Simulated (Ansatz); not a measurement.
A relaxed cell of Si2As2O is given with its symmetry left out. The cell was found from a structure generator's guess, not taken from experiment.

The calculation used DFT PBE, scalar-relativistic, plane waves, PAW (Ansatz). Cutoff 420 eV, Γ-centred mesh, Gaussian smearing, no spin polarisation.

```xyz
5
Lattice="2.7815 0.0000 0.0000 -1.3907 2.4088 0.0000 0.0000 0.0000 12.7555" Properties=species:S:1:pos:R:3 pbc="T T T"
Si    0.0000    0.0000    8.0301
Si    0.0000    0.0000    4.7254
As    0.0000    0.0000   10.6102
As    0.0000    0.0000    2.1453
O     0.0000    0.0000    6.3777
```

Energies over the elements count from the elements' standard structures at the same level (O₂ as a molecule), with no fitted energy shifts.

Q: Find its symmetry and describe it.

A: P6/mmm (No. 191). Conventional cell: a = 2.781 Å, c = 12.755 Å. Si has 1 O at 1.65 Å and 1 As at 2.58 Å; As has 1 Si at 2.58 Å and 6 As at 2.78 Å; O has 2 Si at 1.65 Å.

Q: How far does it lie from the elements in energy?

A: −0.30 eV/atom. It lies below the elements, which doesn't yet make it stable against other compounds or structures.

Q: Is it a metal?

A: Yes, bands cross the Fermi level on the 18×18×4 mesh.

The last run used an 18×18×4 mesh (in the run's order of axes) for its 5-atom cell and Gaussian smearing of 0.10 eV. No dispersion correction is applied, so the spacing and binding between layers, chains or molecules are poorly described. The reference form of As is held partly by dispersion forces, which this level lacks. Symmetry constrained the relaxation, so the result can be a saddle point.
